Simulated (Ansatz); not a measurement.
**Thermal properties of HfTi5N6 from its phonons**

Method: DFT PBE, scalar-relativistic, plane waves, PAW (Ansatz 0.2.0). Cutoff 420 eV, 12×12×4 k-points (Γ-centred), Fermi-Dirac smearing of 0.15 eV. No spin polarisation. Phonons by linear response, acoustic sum rule imposed.

Relaxed structure:
```
CELL_PARAMETERS angstrom
3.05316 0.00000 0.00000
0.00000 3.05316 0.00000
0.00000 0.00000 12.92926
ATOMIC_POSITIONS crystal
Hf 0.00000 0.00000 0.00000
Ti 0.50000 0.50000 0.17832
Ti 0.00000 0.00000 0.33580
Ti 0.50000 0.50000 0.50000
Ti 0.00000 0.00000 0.66420
Ti 0.50000 0.50000 0.82168
N 0.00000 0.00000 0.17199
N 0.50000 0.50000 0.33783
N 0.00000 0.00000 0.50000
N 0.50000 0.50000 0.66217
N 0.00000 0.00000 0.82801
N 0.50000 0.50000 0.00000
```

It was reached by relaxing an invented guess, and it needn't be the stable form of this composition. In a metal, frequencies and elastic constants depend on the k mesh and the smearing, soft modes and shear constants most. Some empty bands missed the eigensolver's threshold. Spin–orbit coupling is left out, which matters for heavy elements. The q mesh is coarse, so values between its points are rough.

Force constants from linear response on a 2×2×1 q mesh, interpolated to a fine mesh.

Phonon density of states, in bins of 10 cm⁻¹:
```json
{"bin centre (cm⁻¹)": "5", "share of modes (%)": "0.0"}
{"bin centre (cm⁻¹)": "15", "share of modes (%)": "0.0"}
{"bin centre (cm⁻¹)": "25", "share of modes (%)": "0.0"}
{"bin centre (cm⁻¹)": "35", "share of modes (%)": "0.0"}
{"bin centre (cm⁻¹)": "45", "share of modes (%)": "0.0"}
{"bin centre (cm⁻¹)": "55", "share of modes (%)": "0.1"}
{"bin centre (cm⁻¹)": "65", "share of modes (%)": "0.1"}
{"bin centre (cm⁻¹)": "75", "share of modes (%)": "0.2"}
{"bin centre (cm⁻¹)": "85", "share of modes (%)": "0.3"}
{"bin centre (cm⁻¹)": "95", "share of modes (%)": "0.5"}
{"bin centre (cm⁻¹)": "105", "share of modes (%)": "1.6"}
{"bin centre (cm⁻¹)": "115", "share of modes (%)": "1.1"}
{"bin centre (cm⁻¹)": "125", "share of modes (%)": "0.6"}
{"bin centre (cm⁻¹)": "135", "share of modes (%)": "0.9"}
{"bin centre (cm⁻¹)": "145", "share of modes (%)": "1.3"}
{"bin centre (cm⁻¹)": "155", "share of modes (%)": "1.3"}
{"bin centre (cm⁻¹)": "165", "share of modes (%)": "1.9"}
{"bin centre (cm⁻¹)": "175", "share of modes (%)": "2.9"}
{"bin centre (cm⁻¹)": "185", "share of modes (%)": "3.4"}
{"bin centre (cm⁻¹)": "195", "share of modes (%)": "4.2"}
{"bin centre (cm⁻¹)": "205", "share of modes (%)": "3.7"}
{"bin centre (cm⁻¹)": "215", "share of modes (%)": "4.1"}
{"bin centre (cm⁻¹)": "225", "share of modes (%)": "4.6"}
{"bin centre (cm⁻¹)": "235", "share of modes (%)": "3.6"}
{"bin centre (cm⁻¹)": "245", "share of modes (%)": "2.7"}
{"bin centre (cm⁻¹)": "255", "share of modes (%)": "1.7"}
{"bin centre (cm⁻¹)": "265", "share of modes (%)": "3.0"}
{"bin centre (cm⁻¹)": "275", "share of modes (%)": "3.4"}
{"bin centre (cm⁻¹)": "285", "share of modes (%)": "2.0"}
{"bin centre (cm⁻¹)": "295", "share of modes (%)": "0.7"}
{"bin centre (cm⁻¹)": "305", "share of modes (%)": "0.1"}
{"bin centre (cm⁻¹)": "315", "share of modes (%)": "0.0"}
{"bin centre (cm⁻¹)": "325", "share of modes (%)": "0.0"}
{"bin centre (cm⁻¹)": "335", "share of modes (%)": "0.0"}
{"bin centre (cm⁻¹)": "345", "share of modes (%)": "0.0"}
{"bin centre (cm⁻¹)": "355", "share of modes (%)": "0.0"}
{"bin centre (cm⁻¹)": "365", "share of modes (%)": "0.0"}
{"bin centre (cm⁻¹)": "375", "share of modes (%)": "2.5"}
{"bin centre (cm⁻¹)": "385", "share of modes (%)": "0.3"}
{"bin centre (cm⁻¹)": "395", "share of modes (%)": "0.0"}
{"bin centre (cm⁻¹)": "405", "share of modes (%)": "0.0"}
{"bin centre (cm⁻¹)": "415", "share of modes (%)": "0.0"}
{"bin centre (cm⁻¹)": "425", "share of modes (%)": "0.0"}
{"bin centre (cm⁻¹)": "435", "share of modes (%)": "0.0"}
{"bin centre (cm⁻¹)": "445", "share of modes (%)": "0.4"}
{"bin centre (cm⁻¹)": "455", "share of modes (%)": "0.5"}
{"bin centre (cm⁻¹)": "465", "share of modes (%)": "1.3"}
{"bin centre (cm⁻¹)": "475", "share of modes (%)": "5.4"}
{"bin centre (cm⁻¹)": "485", "share of modes (%)": "7.5"}
{"bin centre (cm⁻¹)": "495", "share of modes (%)": "5.7"}
{"bin centre (cm⁻¹)": "505", "share of modes (%)": "4.5"}
{"bin centre (cm⁻¹)": "515", "share of modes (%)": "3.8"}
{"bin centre (cm⁻¹)": "525", "share of modes (%)": "1.3"}
{"bin centre (cm⁻¹)": "535", "share of modes (%)": "1.6"}
{"bin centre (cm⁻¹)": "545", "share of modes (%)": "1.6"}
{"bin centre (cm⁻¹)": "555", "share of modes (%)": "2.4"}
{"bin centre (cm⁻¹)": "565", "share of modes (%)": "1.9"}
{"bin centre (cm⁻¹)": "575", "share of modes (%)": "3.7"}
{"bin centre (cm⁻¹)": "585", "share of modes (%)": "0.0"}
{"bin centre (cm⁻¹)": "595", "share of modes (%)": "0.0"}
{"bin centre (cm⁻¹)": "605", "share of modes (%)": "0.1"}
{"bin centre (cm⁻¹)": "615", "share of modes (%)": "0.3"}
{"bin centre (cm⁻¹)": "625", "share of modes (%)": "0.6"}
{"bin centre (cm⁻¹)": "635", "share of modes (%)": "1.3"}
{"bin centre (cm⁻¹)": "645", "share of modes (%)": "1.7"}
{"bin centre (cm⁻¹)": "655", "share of modes (%)": "0.6"}
{"bin centre (cm⁻¹)": "665", "share of modes (%)": "0.4"}
{"bin centre (cm⁻¹)": "675", "share of modes (%)": "0.3"}
{"bin centre (cm⁻¹)": "685", "share of modes (%)": "0.2"}
```

Q: Give the zero-point energy per atom.

A: 67.4 meV.

Q: How large are the vibrational entropy and heat capacity at 300 K?

A: S = 2.11 k_B and C_V = 2.30 k_B per atom, 77 % of the Dulong–Petit value.

Q: Tabulate them against temperature.

A:
```csv
T (K),F_vib (meV/atom),S (k_B/atom),C_V (k_B/atom)
100,66.5,0.39,0.82
200,59.4,1.27,1.78
300,44.7,2.11,2.30
400,23.4,2.81,2.56
500,-3.3,3.39,2.70
600,-34.8,3.90,2.79
700,-70.3,4.33,2.84
800,-109.3,4.71,2.88
900,-151.4,5.05,2.90
1000,-196.3,5.36,2.92
```
